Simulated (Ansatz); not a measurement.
Values for one crystal, relaxed and computed with DFT-r²SCAN in the program Ansatz with PAW potentials; other levels are named.

| Item | Result |
|---|---|
| Volume per atom | 11.81 Å³ |
| Band gap | 1.24 eV (direct) |
| Pressure derivative B′ | 4.4 |
| Hole effective mass, band 2 of 2 at the edge | 0.22 along x, 2.8 along z (mₑ) |
| Formation energy from the elements (no fitted shifts) | -1.62 eV/atom |
| Electron effective mass | 0.19 mₑ (isotropic) |
| HSE06 gap on the r²SCAN cell | 2.53 eV |

**Question.** Pick the material that matches.
A. InHO2, Pnnm (In on 2a, H on 2c, O on 4g)
B. ZnO, wurtzite
C. Ga2O3, C2/m (Pearson symbol mS20)
D. SmOF, R-3m (Sm on 6c, O on 6c, F on 6c)

**Answer.** B, ZnO, wurtzite

Space group P6_3mc (wurtzite). Symmetry was held in the r²SCAN relaxation. The references are the lowest solids computed at this level, not always the standard phases (solids in place of the gases).

Potentials: the later of the program's two PAW sets.
